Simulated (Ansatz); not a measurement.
C:
```yaml
crystal:
  lattice:
    - [-2.18241, 2.18241, 1.25080]
    - [2.18241, -2.18241, 1.25080]
    - [2.18241, 2.18241, -1.25080]
  atoms:
    - { symbol: C, position: [0.18030, 0.18030, 0.36061] }
    - { symbol: C, position: [0.18030, 0.81970, 0.00000] }
    - { symbol: C, position: [0.81970, 0.18030, 0.00000] }
    - { symbol: C, position: [0.81970, 0.81970, 0.63939] }
```

Relaxed with r²SCAN.

**Question.** Map the valence electron density (e/Å³), cut off at 2 on the plane through (0.180, 0.820, 0.000) spanned by u = [1, 1, 0] and v = [1, -1, 0] in lattice vectors, from r²SCAN in the plane-wave PAW code Ansatz.

**Answer.** x is the fraction of u, y of v (the angle between them is 90°; rows are the nearest grid lines); atoms in the plane: C at (0.00, 0.00), C at (0.50, 0.50), C at (0.00, 0.64), C at (0.50, 0.14).
```
y \ x   0.000  0.0625  0.188  0.250  0.375  0.438  0.562  0.625  0.750  0.812  0.938   1.00
------  -----  ------  -----  -----  -----  -----  -----  -----  -----  -----  -----  -----
1.00     1.40    1.55   1.62   1.28  0.751  0.631  0.631  0.751   1.28   1.62   1.55   1.40
0.935    1.66    1.56  0.971  0.661  0.293  0.218  0.218  0.293  0.661  0.971   1.56   1.66
0.839   0.590   0.554  0.348  0.242  0.106  0.077  0.077  0.106  0.242  0.348  0.554  0.590
0.774   0.765   0.715  0.434  0.296  0.127  0.091  0.091  0.127  0.296  0.434  0.715  0.765
0.677    1.64    1.64   1.23  0.888  0.430  0.334  0.334  0.430  0.888   1.23   1.64   1.64
0.613    1.55    1.70   1.82   1.54   1.08  0.970  0.970   1.08   1.54   1.82   1.70   1.55
0.548    1.28    1.32   1.53   1.69   1.91   1.78   1.78   1.91   1.69   1.53   1.32   1.28
0.452   0.255   0.282  0.535  0.793   1.45   1.64   1.64   1.45  0.793  0.535  0.282  0.255
0.387   0.098   0.112  0.241  0.375  0.770  0.948  0.948  0.770  0.375  0.241  0.112  0.098
0.323   0.065   0.074  0.154  0.231  0.436  0.521  0.521  0.436  0.231  0.154  0.074  0.065
0.226   0.139   0.157  0.330  0.512   1.06   1.31   1.31   1.06  0.512  0.330  0.157  0.139
0.161   0.403   0.437  0.746   1.05   1.61   1.58   1.58   1.61   1.05  0.746  0.437  0.403
0.0645   1.63    1.70   1.78   1.74   1.66   1.57   1.57   1.66   1.74   1.78   1.70   1.63
0.000    1.40    1.55   1.62   1.28  0.751  0.631  0.631  0.751   1.28   1.62   1.55   1.40
```

The density is the valence pseudo-density with augmentation charge, so density and ELF within about 1 Å of a nucleus are not all-electron values.

Space group I4/mmm. The start of the workflow was typed in or built on a structure type; the Crystallography Open Database copy checked does not list it. It is not the phase usual at ambient conditions (space group No. 194, 227). Symmetry was held in the r²SCAN relaxation; whether a distortion lowers the energy is not shown.

Potentials: the earlier of the program's two PAW sets.
